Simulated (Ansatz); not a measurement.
The following input was run with Ansatz 0.2.0.

```yaml
crystal:
  lattice:
    - [1.7110089848, 0.9878514979, 9.3068289156]
    - [-1.7110089848, 0.9878514979, 9.3068289156]
    - [0.0, -1.975702996, 9.3068289156]
  atoms:
    - { symbol: Sc, position: [0.2134244927, 0.2134244927, 0.2134244927] }
    - { symbol: Sc, position: [0.7865755073, 0.7865755073, 0.7865755073] }
    - { symbol: Cl, position: [0.3861124738, 0.3861124738, 0.3861124738] }
    - { symbol: Cl, position: [0.6138875262, 0.6138875262, 0.6138875262] }
basis:
  ecutwfc: 420
kpoints:
  mp_grid: { grid: [15, 15, 15] }
hamiltonian:
  xc: pbesol
scf:
  occupations: { method: gaussian, width: 0.1 }
output:
  forces: true
  stress: true
  eigenvalues: true
```

Launched with
```bash
ansatz run input.yaml --threads 1 --pin off --max-ram 1331MiB --backend cpu --events-out ev --progress --plain --runs-dir out
```

These are results of DFT PBEsol, scalar-relativistic, plane waves, PAW in Ansatz 0.2.0, not measurements.

From the run's log, abridged (iterations and final results):

```
SCF iter   1: F=—  HF=-6349.696192 eV  |F-HF|=—  |Δ(HF+E_count)|=         —  Δρ=5.96e-3  dr2=7.60e-2  ethr=1.77e-3  ⟨swp⟩=4.3  Hψ=32088  notcnv=0
SCF iter   2: F=—  HF=-6349.683570 eV  |F-HF|=—  |Δ(HF+E_count)|=   1.26e-2  Δρ=3.02e-3  dr2=8.34e-3  ethr=2.11e-4  ⟨swp⟩=2.0  Hψ=14826  notcnv=0
SCF iter   3: F=—  HF=-6349.681381 eV  |F-HF|=—  |Δ(HF+E_count)|=   2.19e-3  Δρ=7.76e-4  dr2=1.53e-3  ethr=2.32e-5  ⟨swp⟩=2.0  Hψ=10872  notcnv=0
SCF iter   4: F=—  HF=-6349.681238 eV  |F-HF|=—  |Δ(HF+E_count)|=   1.43e-4  Δρ=4.16e-4  dr2=2.45e-4  ethr=4.24e-6  ⟨swp⟩=2.0  Hψ=9785  notcnv=0
SCF iter   5: F=—  HF=-6349.681170 eV  |F-HF|=—  |Δ(HF+E_count)|=   6.89e-5  Δρ=1.26e-4  dr2=2.67e-5  ethr=6.80e-7  ⟨swp⟩=2.0  Hψ=10624  notcnv=0
SCF iter   6: F=—  HF=-6349.681124 eV  |F-HF|=—  |Δ(HF+E_count)|=   4.54e-5  Δρ=3.27e-5  dr2=1.95e-6  ethr=7.40e-8  ⟨swp⟩=2.1  Hψ=9645  notcnv=0
SCF iter   7: F=-6349.681124 eV  HF=-6349.681124 eV  |F-HF|=4.73e-8  |Δ(HF+E_count)|=   7.23e-8  Δρ=9.27e-6  dr2=9.35e-8  ethr=2.78e-10  ⟨swp⟩=3.4  Hψ=32015  notcnv=0
SCF 1 converged in 7 iterations: F = -6349.681124 eV  dr2 = 9.35e-8
SCF converged after 7 iterations
Free energy (F): -6349.681124 eV
Harris-Foulkes:  -6349.681124 eV  (|F-HF|=4.73e-8)
Internal energy: -6349.635585 eV  (E = F + TS)
E sigma→0 (E₀):  -6349.658354 eV
Entropy (-TS):   -0.045540 eV (-11.385 meV/atom)
Fermi energy:    6.814417 eV
--- Per-component energies (eV) ---
  E_band       = -403.862982
  E_kinetic    = 838.450281
  E_local      = -2462.511408  (includes V_loc(G=0)·N_el)
  E_nonlocal   = 223.852033
  E_hartree    = 859.490022
  E_xc         = -417.206372
  E_vxc        = -497.963401  (∫ρ·V_xc dr)
  E_paw        = -3146.401359  (= ΣΔE_a)
  E_vpaw       = -224.669937  (= ΣTr[D̂ρ^β])
  E_aug_tail   = 0.000207  (compensation charges beyond the density's cutoff)
  E_ewald      = -2245.723902
  E_core_change = 0.414914  (= ΣΔE_core)
  E_smearing   = -0.045540  (= −TS)
--- Forces (eV/Å), atoms counted from 1 ---
  atom   1  Sc     0.00000000     0.00000000     1.18399714
  atom   2  Sc     0.00000000     0.00000000    -1.18399714
  atom   3  Cl     0.00000000     0.00000000     1.56771164
  atom   4  Cl     0.00000000     0.00000000    -1.56771164
--- Stress (GPa, compression-positive) ---
       -2.838011       0.000000       0.000000
        0.000000      -2.838011       0.000000
        0.000000       0.000000     -10.317022
  P = ⅓ Tr σ = -5.3310 GPa (-53.310 kbar)
--- Band table (eV; the first three rows and the last of 344) ---
  k-point 0: bands = ["-42.7564", "-42.7287", "-21.4932", "-21.3755", "-21.3755", "-21.3465", "-21.3465", "-21.3183", "-9.1736", "-8.9071", "1.1737", "2.5181", "4.3232", "4.3232", "4.3756", "4.4444", "4.4444", "6.6778", "8.1862", "8.3052", "8.3052", "8.5899"]
  k-point 1: bands = ["-42.7552", "-42.7280", "-21.4906", "-21.3866", "-21.3779", "-21.3547", "-21.3480", "-21.3158", "-9.1479", "-8.8859", "1.2293", "2.5433", "4.1044", "4.1724", "4.2899", "4.4201", "4.5965", "6.6807", "8.2055", "8.2210", "8.3357", "8.5881"]
  k-point 2: bands = ["-42.7517", "-42.7261", "-21.4836", "-21.4148", "-21.3849", "-21.3772", "-21.3523", "-21.3120", "-9.0738", "-8.8252", "1.3882", "2.6057", "3.6513", "3.7775", "4.1997", "4.3494", "4.7501", "6.6901", "7.9790", "8.2568", "8.4247", "8.5983"]
  k-point 343: bands = ["-42.7552", "-42.7280", "-21.4905", "-21.3866", "-21.3779", "-21.3547", "-21.3480", "-21.3158", "-9.1410", "-8.8936", "1.5223", "1.9848", "4.1739", "4.2570", "4.3111", "4.3972", "4.9961", "6.3700", "8.1924", "8.2641", "8.3214", "8.5737"]
```

The run converged.

The cell holds layers, and where no dispersion correction was added their binding is poorly described. Spin polarisation was left out, and a magnetic state may lie lower.